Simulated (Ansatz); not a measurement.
An ordered 4-atom cell of SnC₃ on the diamond lattice (P-4m2), relaxed with r2SCAN. The symmetry is P-4m2 (No. 115, tetragonal); a = 2.979 Å, c = 4.644 Å in the conventional setting, 10.30 Å³ an atom. C is surrounded by 2 C at 1.71 Å and 2 Sn at 2.11 Å; C is surrounded by 4 C at 1.71 Å; Sn is surrounded by 4 C at 2.11 Å and 4 Sn at 2.98 Å.

```
C Sn
1.0
     2.97889    0.00000    0.00000
     0.00000    2.97889    0.00000
     0.00000    0.00000    4.64352
C Sn
3 1
Direct
  0.50000 0.00000 0.82036
  0.50000 0.50000 0.00000
  0.00000 0.50000 0.17964
  0.00000 0.00000 0.50000
```

4 runs of the plane-wave code Ansatz on this cell differ in the functional (and in the settings that go with it). Levels are in eV from each run's valence top; v1 is the last filled band, c1 the first empty one.

Run A, mean stress -4.1 GPa (compression positive):

| point | v4 | v3 | v2 | v1 | c1 | c2 |
| --- | --- | --- | --- | --- | --- | --- |
| Γ | -6.75 | -1.50 | 0.00 | 0.00 | 2.24 | 2.65 |
| X | -7.51 | -6.95 | -5.56 | -0.87 | 3.78 | 4.97 |
| M | -7.30 | -5.97 | -5.97 | -4.01 | 2.16 | 2.16 |
| Z | -6.39 | -6.05 | -1.29 | -1.29 | 2.27 | 3.61 |

Run B, mean stress -3.9 GPa (compression positive):

| point | v4 | v3 | v2 | v1 | c1 | c2 |
| --- | --- | --- | --- | --- | --- | --- |
| Γ | -6.72 | -1.51 | 0.00 | 0.00 | 1.52 | 1.93 |
| X | -7.44 | -6.89 | -5.53 | -0.84 | 3.04 | 4.22 |
| M | -7.26 | -5.94 | -5.94 | -4.00 | 1.45 | 1.45 |
| Z | -6.36 | -5.99 | -1.27 | -1.27 | 1.54 | 2.88 |

Run C, mean stress +2.7 GPa (compression positive):

| point | v4 | v3 | v2 | v1 | c1 | c2 |
| --- | --- | --- | --- | --- | --- | --- |
| Γ | -6.23 | -1.59 | 0.00 | 0.00 | 0.62 | 0.98 |
| X | -6.81 | -6.45 | -5.18 | -0.72 | 1.93 | 3.18 |
| M | -6.73 | -5.54 | -5.54 | -3.62 | 0.69 | 0.69 |
| Z | -5.92 | -5.59 | -1.16 | -1.16 | 0.57 | 1.87 |

Run D, mean stress 0.0 GPa (compression positive):

| point | v4 | v3 | v2 | v1 | c1 | c2 |
| --- | --- | --- | --- | --- | --- | --- |
| Γ | -6.49 | -1.57 | 0.00 | 0.00 | 0.77 | 1.04 |
| X | -7.11 | -6.66 | -5.37 | -0.80 | 2.10 | 3.54 |
| M | -6.99 | -5.78 | -5.78 | -3.82 | 0.86 | 0.86 |
| Z | -6.16 | -5.82 | -1.23 | -1.23 | 0.73 | 2.05 |

Task: Match the runs to PBE, r2SCAN, HSE06, PBE0.

Result: A is PBE0, B is HSE06, C is PBE, D is r2SCAN. In order of the gap: PBE 0.34, r2SCAN 0.40, HSE06 1.13, PBE0 1.84 eV. The stress vanishes for r2SCAN, which relaxed the cell.

Spin-unpolarised throughout. Whether this structure exists isn't addressed.

Spin-orbit coupling is left out, which matters wherever the heavy atoms make up the band edges.

The program warns that its thresholds are loose for a hybrid's stress.

The meshes of the hybrids are coarse, so their gaps aren't converged to the digits shown.
